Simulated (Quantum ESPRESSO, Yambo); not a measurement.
## NaRhS2O8: DFT and GW levels

NaRhS2O8 has the monoclinic space group C2/m (No. 12), Pearson symbol mS24. Lattice parameters: a = 7.9726 Å, b = 5.2340 Å, c = 7.2179 Å, α = γ = 90.00°, β = 92.84°. O1 on 4i has 1 S at 1.447 Å and 1 Na at 2.434 Å (bent). O2 on 8j has 1 S at 1.523 Å and 1 Rh at 2.075 Å and 1 Na at 2.506 Å. O3 on 4i sees 1 S at 1.491 Å and 1 Rh at 2.051 Å (bent). Na on 2c has 6 O at 2.434–2.506 Å. S on 4i sees 4 O at 1.447–1.523 Å (tetrahedral). Rh on 2a is coordinated by 6 O at 2.051–2.075 Å (octahedral). (Neighbours: up to the widest gap in distance over summed covalent radii, below 1.35, at either atom; cation-cation contacts left out.)
(The calculation used a cell of 12 atoms; values per cell refer to that cell.)

The geometry is that of Materials Project entry mp-1210084, symmetrised and not relaxed again.

Starting point: norm-conserving PBEsol (Quantum ESPRESSO, 88 Ry, without SOC). G0W0 in Yambo: 2×2×2 Γ-centred k mesh, bands 6 to 233 and a 7 Ry block in the screening, 233 bands in G with the Bruneval-Gonze terminator, plasmon pole fitted at 27.2 eV.

```yaml
PBEsol gap along the band path: 1.13 eV
PBEsol gap between the mesh's edge points ((0, -0.5, -0.5) → (0, -0.5, 0)): 1.13 eV
G0W0 gap between the same points: 3.40 eV
PBEsol smallest direct gap on the mesh (at (0, -0.5, -0.5)): 1.14 eV
G0W0 direct gap at that point: 3.41 eV
```

```csv
k point,band,E PBEsol (eV),E QP (eV),shift (eV),Z
Γ,VB,-0.45,-1.21,-0.76,0.79
Γ,CB,1.26,2.80,1.54,0.80
"(0, 0, -0.5)",VB,-0.39,-1.15,-0.77,0.79
"(0, 0, -0.5)",CB,1.26,2.80,1.54,0.80
"(0, -0.5, 0)",VB,-0.03,-0.78,-0.75,0.79
"(0, -0.5, 0)",CB,1.13,2.65,1.52,0.80
"(0, -0.5, -0.5)",VB,0.00,-0.75,-0.75,0.79
"(0, -0.5, -0.5)",CB,1.14,2.66,1.52,0.80
"(-0.5, -0.5, 0)",VB,-0.07,-0.82,-0.75,0.79
"(-0.5, -0.5, 0)",CB,1.68,3.17,1.48,0.80
"(-0.5, -0.5, -0.5)",VB,-0.09,-0.83,-0.75,0.79
"(-0.5, -0.5, -0.5)",CB,1.67,3.16,1.49,0.80
```

Energies count from the PBEsol valence-band maximum.

Nearest settings tried, and what they do to the gap: 100 bands in W, 100 bands in G: +65 meV. Not varied: block, mesh. So the settings aren't converged at that level. The k mesh is coarse.

Spin-orbit splittings are left out.

The structure is a Materials Project entry; no match was found in the copy of COD used, and its stability was not checked.
